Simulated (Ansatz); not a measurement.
Values for one crystal, relaxed and computed with the program Ansatz at the PBE+D3(BJ) level (PAW); other levels are named.

```yaml
volume_per_atom: 21.70 Å³
electronic_character: metallic (no gap)
Pressure derivative B′: 4.0
debye_temperature_from_the_elastic_constants: 411 K
mechanical_stability: stable (all eigenvalues of C positive)
Poisson's ratio: 0.27
hill_bulk_and_shear_moduli: 40.1 and 22.3 GPa
```

Task: Which of these materials gives this?
(A) Ru, hcp (Mg type)
(B) Ce, fcc (Cu type)
(C) Fe, bcc (W type)
(D) Mg, hcp (Mg type)

Result: D, Mg, hcp (Mg type)

Space group P6_3/mmc (hcp (Mg type)). Symmetry was held in the PBE+D3(BJ) relaxation. The pairwise dispersion correction was not fitted to metals. As this level gives no gap, shear constants depend on the k-mesh and smearing (Fermi–Dirac, 0.1 eV here). On the denser mesh and wider smearing of the elastic run this cell carries a stress of 0.5 GPa.

Potentials: the later of the program's two PAW sets.
